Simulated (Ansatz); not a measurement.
RuPtN2:
```
RuPtN2
1.0
    1.42387     0.82207     6.41638
   -1.42387     0.82207     6.41638
    0.00000    -1.64415     6.41638
Ru Pt N
1 1 2
Cartesian
  0.00000   0.00000   9.62456
  0.00000   0.00000   0.00000
  0.00000   0.00000  17.28047
  0.00000   0.00000   1.96866
```

Relaxed with PBE. Special points in fractions of this cell's reciprocal vectors: Γ (0.000, 0.000, 0.000); T (0.500, 0.500, 0.500); H2 (0.822, 0.178, 0.500); H0 (0.500, -0.178, 0.178); L (0.500, 0.000, 0.000); S0 (0.339, -0.339, 0.000); S2 (0.661, 0.000, 0.339); F (0.500, 0.000, 0.500).

Task: List the band energies nearest the Fermi level at these points for the program Ansatz at the PBE level (PAW).

Result: In eV from the Fermi level; about four levels below and three above (degenerate sets whole), none deeper than 8.9 eV; … stands for higher levels left out; points with the same levels are listed once.

| k | below | above |
|---|---|---|
| Γ | -1.61 -1.61 -0.97 -0.97 | 4.00 4.00 … |
| T | -2.96 -2.96 -1.96 -1.96 -0.83 | 0.47 0.47 3.32 3.32 |
| H2 | -2.67 -1.71 -0.61 -0.44 | 0.33 1.65 3.69 |
| L | -1.83 -0.23 -0.22 -0.18 | 0.60 1.97 2.73 |
| S0 | -2.67 -1.63 -0.76 -0.31 | 0.33 1.63 3.75 3.75 |
| F | -2.18 -1.99 -0.23 -0.18 | 0.92 1.71 2.77 |

Space group R-3m. The start of the workflow was typed in or built on a structure type; neither database checked (COD, Materials Project) lists it. Whether it is the stable phase at ambient conditions was not checked. The cell was relaxed with PBE under the symmetry of its start; whether a distortion lowers the energy is not shown. The workflow began spin-polarised and lost its moments. Its formation energy is positive at this level, so the cell may be metastable or incomplete. Spin–orbit coupling is left out wherever it is not named.

Potentials: the later of the program's two PAW sets.
